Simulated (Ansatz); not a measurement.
B2O3:
Space group P3₁21 (No. 152); a = b = 4.348 Å, c = 8.369 Å, α = β = 90.00°, γ = 120.00°

| atom | site | symmetry | x | y | z |
|---|---|---|---|---|---|
| B | 6c | 1 | 0.3985 | 0.1662 | 0.1081 |
| O | 6c | 1 | 0.1469 | 0.5490 | 0.4603 |
| O | 3a | .2. | 0.1592 | 0.1592 | 0.0000 |

Relaxed with PBEsol. DFT-PBEsol in the program Ansatz with PAW potentials gives a gap of 6.37 eV.

What gap does HSE06 give on the same cell (Ansatz, PAW)?

8.45 eV, 2.08 eV more. The hybrid was solved on a coarser mesh and at special points; its gap is the smallest among all of these.

```tsv
k	v1 PBEsol	c1 PBEsol	v1 HSE06	c1 HSE06
Γ	-0.30	6.50	___	___
A	-0.25	6.37	-0.27	8.45
K	-0.11	7.38	___	___
H	-0.08	7.09	-0.09	9.22
M	-0.05	6.80	___	___
L	-0.05	6.75	___	___
```

Top valence (v1) and lowest conduction level (c1) in eV from each method's valence maximum (which need not be a listed point): supply the withheld HSE06 values.


- Γ, v1 HSE06: -0.24
- Γ, c1 HSE06: 8.55
- L, v1 HSE06: -0.05
- L, c1 HSE06: 8.89
- K, v1 HSE06: -0.11
- K, c1 HSE06: 9.53
- M, v1 HSE06: -0.04
- M, c1 HSE06: 8.94

Cost on shared cores: the PBEsol run (SCF on a 7×7×4 mesh, then bands and DOS) roughly 120 core-seconds, the HSE06 run (SCF on 4×4×2, then a few points) roughly 2.3 core-minutes; the tasks are unlike.

Space group P3_121. The first step of the workflow began from a Materials Project structure, measured or hypothetical; the Crystallography Open Database files this formula in space group No. 152, but the cells were not matched. Whether it is the stable phase at ambient conditions was not checked. Symmetry was held in the PBEsol relaxation; phonons on a q-mesh show no instability.

Potentials: the earlier of the program's two PAW sets.
